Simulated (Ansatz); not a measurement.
NbP:
```
CELL_PARAMETERS angstrom
      3.10948     0.00000     0.00000
      0.00000     3.10948     0.00000
      0.00000     0.00000     3.10948
ATOMIC_POSITIONS crystal
  Nb 0.00000 0.00000 0.00000
  P  0.50000 0.50000 0.50000
```

Relaxed with PBE. Special points in fractions of this cell's reciprocal vectors: Γ (0.000, 0.000, 0.000); X (0.000, 0.500, 0.000); M (0.500, 0.500, 0.000); R (0.500, 0.500, 0.500).

Problem. List the band energies nearest the Fermi level at these points for DFT-PBE with spin–orbit coupling in the program Ansatz with PAW potentials.

Solution. In eV from the Fermi level; about four levels below and three above (degenerate sets whole), none deeper than 8.9 eV; points with the same levels are listed once.

| k | below | above |
|---|---|---|
| Γ | -3.28 -3.28 -3.28 -3.28 -0.04 -0.04 | 0.14 0.14 0.14 0.14 |
| X | -2.41 -2.41 -2.09 -2.09 | 2.34 2.34 3.53 3.53 |
| M | -0.25 -0.25 -0.19 -0.19 | 1.66 1.66 2.45 2.45 |
| R | -6.54 -6.54 -6.54 -6.54 -6.54 -6.54 | 3.26 3.26 3.73 3.73 3.73 3.73 |

Space group Pm-3m (CsCl type). A made-up cell: these elements were put on the sites of a structure type; neither database checked (COD, Materials Project) lists it. COD files the formula under space group No. 141, so this cell is another polymorph or a model. Its standing as an ambient phase is unchecked. The PBE relaxation kept the symmetry of its start; whether a distortion lowers the energy is not shown. The run is not spin-polarised.

Potentials: the earlier of the program's two PAW sets.
